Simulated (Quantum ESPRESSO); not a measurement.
```xyz
2
Lattice="0.0000 2.9124 2.9124 2.9124 0.0000 2.9124 2.9124 2.9124 0.0000" Properties=species:S:1:pos:R:3 pbc="T T T"
S      4.3686     4.3686     4.3686
Cd     0.0000     0.0000     0.0000
```

Cell and atoms were relaxed with PBEsol from Materials Project entry mp-2469, within its symmetry.

**Question.** What does PBEsol (pw.x of Quantum ESPRESSO, ONCV potentials, with spin-orbit coupling) give for the electronic structure near the Fermi level?

**Answer.** The PBEsol gap is direct, 1.00 eV at Γ.
